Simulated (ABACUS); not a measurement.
Set-up for a self-consistent single point of Al2Cu (I4/mcm, 6 atoms in the cell; from Materials Project mp-998, changed as shown).

```
CELL_PARAMETERS angstrom
     -2.97877     2.97877     2.37668
      2.97877    -2.97877     2.37668
      2.97877     2.97877    -2.37668
ATOMIC_POSITIONS crystal
  Al 0.84139 0.65861 0.50000
  Al 0.15861 0.34139 0.50000
  Al 0.65861 0.15861 0.81722
  Al 0.34139 0.84139 0.18278
  Cu 0.25000 0.25000 0.00000
  Cu 0.75000 0.75000 0.00000
```

Method: PBE, PseudoDojo 0.5 standard norm-conserving PBE (tails mended) pseudopotentials (plane waves; ABACUS).

ABACUS settings:

```
setting                                                               value
---------------  ----------------------------------------------------------
KPT                                                       Gamma 5 5 5 0 0 0
basis_type                                                               pw
ecutwfc                                                               92 Ry
smearing_method                                                          fd
smearing_sigma                                                0.00734986 Ry
potentials       PseudoDojo 0.5 standard norm-conserving PBE (tails mended)
symmetry                                                                  1
ks_solver                                                      dav_subspace
scf_nmax                                                                100
scf_thr                                                          1.0e-09 Ry
mixing_type                                                         broyden
```

Results:

| Item | Result |
|---|---|
| Number of valence electrons | 50 |
| Number of bands | 35 |
| Number of k-points after the program's reduction | 18 |
| Number of plane waves (most at a k-point) | 8515 |
| Number of SCF iterations | 12 |
| FFT grid | 60 × 60 × 60 |
| Free energy E − TS | -10572.3644 eV |
| Fermi level (on the code's own zero) | 11.27 eV |
| Pressure | 6.23 GPa |
| Largest force (vector length) | 0.038 eV/Å |

Forces (eV/Å):
```csv
atom,Fx,Fy,Fz
Al1,-0.027,0.027,0.000
Al2,0.027,-0.027,0.000
Al3,-0.027,-0.027,0.000
Al4,0.027,0.027,0.000
Cu5,0.000,0.000,0.000
Cu6,0.000,0.000,0.000
```

Stress (GPa, positive for compression):
```
6.83  0.00  0.00
0.00  6.83  0.00
0.00  0.00  5.02
```

For comparison: a first run was changed to give this one (volume scaled by 0.98), and from it to this one the free energy rises by 8.9 meV/atom, the pressure goes from 3.73 to 6.23 GPa and the largest force goes from 0.025 to 0.038 eV/Å.

The structure comes from a collection of computed structures, made at another level of theory; the collection holds predicted forms beside known ones. No clean gap shows at this smearing width and mesh (spacing up to 0.34 Å⁻¹); the mesh is coarse for partly filled bands, so the values carry mesh errors.

Cost on one core: around 2.6 core-minutes (rough).

“Tails mended”: in these copies of the files the far tail of each local potential was reset to the Coulomb form.
